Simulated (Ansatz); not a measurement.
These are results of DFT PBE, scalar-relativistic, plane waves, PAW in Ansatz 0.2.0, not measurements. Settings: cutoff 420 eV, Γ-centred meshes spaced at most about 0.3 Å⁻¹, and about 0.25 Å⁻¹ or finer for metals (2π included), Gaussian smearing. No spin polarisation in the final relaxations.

All energies are static (0 K, no zero-point motion). All come from trial cells, and lower structures may exist.

Question: Order these relaxed structures of InGaO by energy, lowest first, with the energy over the lowest of them.
A.

```cif
data_structure
_symmetry_space_group_name_H-M 'Pmmm'
_symmetry_Int_Tables_number 47
_cell_length_a 3.5079
_cell_length_b 3.8682
_cell_length_c 4.6564
_cell_angle_alpha 90.000
_cell_angle_beta 90.000
_cell_angle_gamma 90.000
_cell_volume 63.18
loop_
_atom_site_label
_atom_site_type_symbol
_atom_site_symmetry_multiplicity
_atom_site_Wyckoff_symbol
_atom_site_fract_x
_atom_site_fract_y
_atom_site_fract_z
_atom_site_occupancy
In1 In 1 a 0.00000 0.00000 0.00000 1
Ga1 Ga 1 h 0.50000 0.50000 0.50000 1
O1 O 1 d 0.50000 0.00000 0.50000 1
```

B.

```cif
data_structure
_symmetry_space_group_name_H-M 'P-6m2'
_symmetry_Int_Tables_number 187
_cell_length_a 3.7451
_cell_length_b 3.7451
_cell_length_c 5.0509
_cell_angle_alpha 90.000
_cell_angle_beta 90.000
_cell_angle_gamma 120.000
_cell_volume 61.35
loop_
_atom_site_label
_atom_site_type_symbol
_atom_site_symmetry_multiplicity
_atom_site_Wyckoff_symbol
_atom_site_fract_x
_atom_site_fract_y
_atom_site_fract_z
_atom_site_occupancy
In1 In 1 f 0.66667 0.33333 0.50000 1
Ga1 Ga 1 a 0.00000 0.00000 0.00000 1
O1 O 1 d 0.33333 0.66667 0.50000 1
```

C.

```cif
data_structure
_symmetry_space_group_name_H-M 'P6_3/mmc'
_symmetry_Int_Tables_number 194
_cell_length_a 3.3849
_cell_length_b 3.3849
_cell_length_c 11.8942
_cell_angle_alpha 90.000
_cell_angle_beta 90.000
_cell_angle_gamma 120.000
_cell_volume 118.02
loop_
_atom_site_label
_atom_site_type_symbol
_atom_site_symmetry_multiplicity
_atom_site_Wyckoff_symbol
_atom_site_fract_x
_atom_site_fract_y
_atom_site_fract_z
_atom_site_occupancy
In1 In 2 a 0.00000 0.00000 0.00000 1
Ga1 Ga 2 d 0.33333 0.66667 0.75000 1
O1 O 2 c 0.33333 0.66667 0.25000 1
```

D.

```cif
data_structure
_symmetry_space_group_name_H-M 'P6_3/mmc'
_symmetry_Int_Tables_number 194
_cell_length_a 3.6906
_cell_length_b 3.6906
_cell_length_c 10.7670
_cell_angle_alpha 90.000
_cell_angle_beta 90.000
_cell_angle_gamma 120.000
_cell_volume 127.01
loop_
_atom_site_label
_atom_site_type_symbol
_atom_site_symmetry_multiplicity
_atom_site_Wyckoff_symbol
_atom_site_fract_x
_atom_site_fract_y
_atom_site_fract_z
_atom_site_occupancy
In1 In 2 d 0.33333 0.66667 0.75000 1
Ga1 Ga 2 a 0.00000 0.00000 0.50000 1
O1 O 2 c 0.33333 0.66667 0.25000 1
```

Answer: C (0 meV/atom), A (168 meV/atom), B (183 meV/atom), D (209 meV/atom). Forms: C P6_3/mmc; A Pmmm; B P-6m2; D P6_3/mmc. Counting O atoms around Ga and In (those within 1.25 times the shortest such distance or 1.15 times the sum of covalent radii, 1.27 where that leaves under three; the shortest distance is added where it exceeds 1.18 times the sum of covalent radii): C has In 6 from 3.6 Å, Ga 3; A has In 4 from 2.9 Å, Ga 2; B has In 3, Ga 6 from 3.3 Å; D has In 3, Ga 6 from 3.4 Å.

For metals, differences of a few meV/atom aren't resolved. Weakly bound directions are ill-defined at this level, which has no dispersion term (P6_3/mmc at 19.7 Å³/atom, P6_3/mmc at 21.2 Å³/atom), and this can change margins and order among such cells. Cells relaxed within their symmetry can be saddle points. Some candidate types were left out of the draw beforehand, so a known form may be missing.
